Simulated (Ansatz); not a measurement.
SiC:
```yaml
crystal:
  lattice:
    - [3.07263, 0.00000, 0.00000]
    - [-1.53631, 2.66097, 0.00000]
    - [0.00000, 0.00000, 7.03910]
  atoms:
    - { symbol: Si, position: [0.00000, 0.50000, 0.33333] }
    - { symbol: Si, position: [0.50000, 0.50000, 0.66667] }
    - { symbol: Si, position: [0.50000, 0.00000, 0.00000] }
    - { symbol: C, position: [0.00000, 0.50000, 0.83333] }
    - { symbol: C, position: [0.50000, 0.50000, 0.16667] }
    - { symbol: C, position: [0.50000, 0.00000, 0.50000] }
```

Relaxed with r²SCAN.

Q: Give the Bader charges and basin volumes of the independent atoms, plane-wave PAW r²SCAN (Ansatz code).

A: 

```tsv
atom	Bader charge (e)	Bader volume (Å³)
Si1	+2.75	4.6
C4	-2.75	14.6
```

Space group P6_422. The start of the workflow was typed in or built on a structure type; neither database checked (COD, Materials Project) lists it. It is not the phase usual at ambient conditions (space group No. 186, 216). The cell was relaxed with r²SCAN under the symmetry of its start; its stability against distortions is not shown here. Its formation energy is positive at this level, so the cell may be metastable or incomplete.

Potentials: the later of the program's two PAW sets.
